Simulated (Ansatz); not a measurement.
BP:
```xyz
2
Lattice="0.0000 2.1443 2.1443 2.1443 0.0000 2.1443 2.1443 2.1443 0.0000" Properties=species:S:1:pos:R:3 pbc="T T T"
P      0.0000     0.0000     0.0000
B      2.1443     2.1443     2.1443
```

Relaxed with PBEsol.

**Question.** Decompose the optical modes at the zone centre into irreducible representations, and say which are infrared and Raman allowed.

**Answer.** Point group m-3m: Γ_opt = T1u. Infrared: T1u. Raman: none.

**Question.** Assign frequencies (DFPT, PBEsol in the plane-wave PAW code Ansatz).

**Answer.** T1u 56 cm⁻¹.

Space group Fm-3m (rock salt). The start of the workflow was typed in or built on a structure type; neither database checked (COD, Materials Project) lists it. It is not the phase usual at ambient conditions (space group No. 216). The cell was relaxed with PBEsol under the symmetry of its start; of distortions, only those at the zone centre were tested. Its formation energy is positive at this level, so the cell may be metastable or incomplete. As this level gives no gap, phonon frequencies hold no LO–TO term and depend on the k-mesh and smearing (Fermi–Dirac, 0.1 eV here).

Potentials: the later of the program's two PAW sets.
